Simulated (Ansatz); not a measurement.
The start is a generated cell, NbAs built in the AFLOW prototype AB_tP4_131_c_e (B17, as in PtS). The structure is fully relaxed (lattice and positions, P = 0) with PBEsol (plane waves to 420 eV, PAW, scalar-relativistic; Ansatz, a quantum-chemistry and plane-wave program). First-step values are on the input's coarse k-mesh.

Ansatz input (later rounds restart from its end on a renewed k-mesh):
Ansatz 0.2 input:
```yaml
crystal:
  lattice:
    - [3.921125, 0, 0]
    - [0, 3.921125, 0]
    - [0, 0, 4.8818098]
  atoms:
    - { symbol: As, position: [0, 0.5, 0] }
    - { symbol: As, position: [0.5, 0, 0.5] }
    - { symbol: Nb, position: [0, 0, 0.25] }
    - { symbol: Nb, position: [0, 0, 0.75] }
basis: { ecutwfc: 420, ecutrho_ratio: 4, xc_grid: 2, fft_grid_basis: typed }
kpoints: { mp_grid: { grid: [6, 6, 5] } }
hamiltonian:
  xc: pbesol
  dispersion: none
  pseudopotentials: { kind: paw }
scf: { occupations: { method: fermi_dirac, width: 0.05 } }
relax: { f_tol: 0.01, max_steps: 100, cell: { stress_tol: 0.02 } }
output: { forces: true, stress: true }
```

### Question
By how much does the energy per atom fall from start to end?

### Answer
1.00 eV/atom.

### Question
How does the volume change?

### Answer
+17.4 %, from 18.76 to 22.03 Å³/atom.

### Question
Is the relaxed structure metallic? Give its gap.

### Answer
Zero (metallic).

The space group stays P4₂/mmc (No. 131) (the run could not lower it), with 4 atoms in the primitive cell. Final values are on a 13×13×7 k-mesh of the relaxed cell. The start holds a very short contact (Nb–As 2.31 Å). No spin polarisation in the result.

The run could not lose the symmetry of its start: the end is stationary, and may be a saddle point rather than a minimum.

All atoms sit on sites fixed by symmetry, so only the cell could relax.

The relaxed structure here is a generated cell of NbAs: the first start was made by placing the elements on the sites of a structure type, and the end was not matched to a known phase here, so it may be hypothetical.
